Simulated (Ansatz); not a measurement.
# Data sheet: TaSi$_{2}$ (DFT)

TaSi₂:
```xyz
3
Lattice="0.0000 3.0300 3.0300 3.0300 0.0000 3.0300 3.0300 3.0300 0.0000" Properties=species:S:1:pos:R:3 pbc="T T T"
Ta     0.0000     0.0000     0.0000
Si     1.5150     1.5150     1.5150
Si     4.5449     4.5449     4.5449
```

Space group Fm-3m (No. 225), fluorite; conventional cell a = 6.0599 Å, b = 6.0599 Å, c = 6.0599 Å, α = 90.00°, β = 90.00°, γ = 90.00°.

Method: PBE (plane waves, PAW; program Ansatz). Geometry: relaxed at this level of theory. Other levels are named where they apply.

**Cell and energy**

| Property | Value |
|---|---|
| Volume per atom | 18.54 Å³ |
| Density | 7.08 g/cm³ |
| Formation energy from the elements (no fitted shifts) | 0.43 eV/atom |

**Electronic structure**

| Property | Value |
|---|---|
| Electronic character | metallic (no gap) |
| Density of states at the Fermi level | 0.79 states/eV per atom (mean over ±0.08 eV) |

**Mechanics**

| Item | Value |
|---|---|
| Bulk modulus (Birch–Murnaghan fit) | 114 GPa |
| Pressure derivative B′ | 3.6 |

The cell is a constructed one: a structure type filled with these elements; neither database checked (COD, Materials Project) lists it. COD files the formula under space group No. 180, 181, so this cell is another polymorph or a model. Its standing as an ambient phase is unchecked. The cell was relaxed with PBE under the symmetry of its start; whether a distortion lowers the energy is not shown. No spin polarisation was allowed. The references are the lowest solids computed at this level, not always the standard phases. Scalar-relativistic: spin–orbit coupling is off unless named, which matters more the heavier the elements.

Potentials: the later of the program's two PAW sets.
